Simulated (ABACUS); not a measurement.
A self-consistent single point of KCdF3 (Pnma, 20 atoms in the cell; from Materials Project mp-9628).

```
CELL_PARAMETERS angstrom
      6.18109     0.00000     0.00000
      0.00000     8.64137     0.00000
      0.00000     0.00000     6.08209
ATOMIC_POSITIONS crystal
  K  0.04354 0.25000 0.99000
  K  0.95646 0.75000 0.01000
  K  0.45646 0.75000 0.49000
  K  0.54354 0.25000 0.51000
  Cd 0.00000 0.00000 0.50000
  Cd 0.50000 0.00000 0.00000
  Cd 0.50000 0.50000 0.00000
  Cd 0.00000 0.50000 0.50000
  F  0.29293 0.45719 0.70537
  F  0.70707 0.54281 0.29463
  F  0.20707 0.54281 0.20537
  F  0.79293 0.45719 0.79463
  F  0.79293 0.04281 0.79463
  F  0.20707 0.95719 0.20537
  F  0.70707 0.95719 0.29463
  F  0.29293 0.04281 0.70537
  F  0.47319 0.25000 0.08156
  F  0.52681 0.75000 0.91844
  F  0.02681 0.75000 0.58156
  F  0.97319 0.25000 0.41844
```

Level of theory: ABACUS with LDA (PW92), numerical atomic orbitals TZDP (confined pseudo-atomic orbitals; energy shift 0.01 Ry), PseudoDojo 0.4 standard norm-conserving LDA (tails mended) pseudopotentials.

ABACUS settings:

```
setting                                                               value
---------------  ----------------------------------------------------------
basis                  TZDP numerical atomic orbitals, energy shift 0.01 Ry
KPT                                                          MP 5 3 5 0 0 0
basis_type                                                             lcao
dft_functional                                                        PWLDA
ecutwfc                                                              100 Ry
smearing_method                                                       fixed
potentials       PseudoDojo 0.4 standard norm-conserving LDA (tails mended)
symmetry                                                                  1
symmetry_prec                                                         1e-05
ks_solver                                                           genelpa
scf_nmax                                                                100
scf_thr                                                             1.0e-07
mixing_type                                                         broyden
mixing_beta                                                             0.7
```

Results:

* **Number of valence electrons**: 200
* **Number of bands**: 121
* **Number of k-points after the program's reduction**: 18
* **Size of the basis**: 468
* **Number of SCF iterations**: 11
* **Free energy E − TS**: -30372.6329 eV
* **Pressure**: -7.55 GPa

Stress (GPa, positive for compression):
```
-7.52   0.00   0.00
 0.00  -7.49   0.00
 0.00   0.00  -7.63
```

The atom-centred basis is finite, which shifts total energies and pressures against plane waves. The structure comes from a collection of computed structures, made at another level of theory; the collection holds predicted forms beside known ones.

Cost on one core: around 110 core-seconds (rough).

The atomic orbitals were generated for these runs; they are not ABACUS's published sets and were checked against plane waves on a few crystals only.

“Tails mended”: in these copies of the files the far tail of each local potential was reset to the Coulomb form.
